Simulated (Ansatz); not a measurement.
# One atom moved along a line in V2N3

Theory: Ansatz, DFT PBEsol, scalar-relativistic, plane waves, PAW. Cutoff 420 eV, Γ-centred 18×18×8 k-points, Gaussian smearing of 0.15 eV. No spin polarisation. Energies are free energies at this smearing, counted from the undisturbed cell; pressure is positive in compression.

Zero of the scan (relaxed at this level; with this scan's settings it stands at 0.1 GPa; it needn't be the usual structure):

```
CELL_PARAMETERS angstrom
2.77979 0.00000 0.00000
-1.38989 2.40737 0.00000
0.00000 0.00000 6.19635
ATOMIC_POSITIONS crystal
V 0.66667 0.33333 0.30212
V 0.33333 0.66667 0.69788
N 0.00000 0.00000 0.50000
N 0.00000 0.00000 0.10744
N 0.00000 0.00000 0.89256
```

Atom 3 (N) is moved by x along the Cartesian unit vector (0.000, -0.795, -0.607); the cell and all other atoms stay fixed. The cell is metallic on the mesh throughout.

```csv
x (Å),ΔE (meV/cell),force along x on the moved atoms (eV/Å)
-0.3000,862.1,6.43
-0.1000,86.0,1.74
0.0000,0.0,0.00
0.2000,358.5,-3.78
0.2500,577.3,-5.00
```

By symmetry 0.3000 repeats -0.3000, -0.2000 repeats 0.2000, 0.1000 repeats -0.1000 in energy, with the opposite slope along the path.

Cost: 5 runs of about 3.8 core-minutes in all, on Oxide Virtual Turin-like Processor (Zen 5) (shared hosts).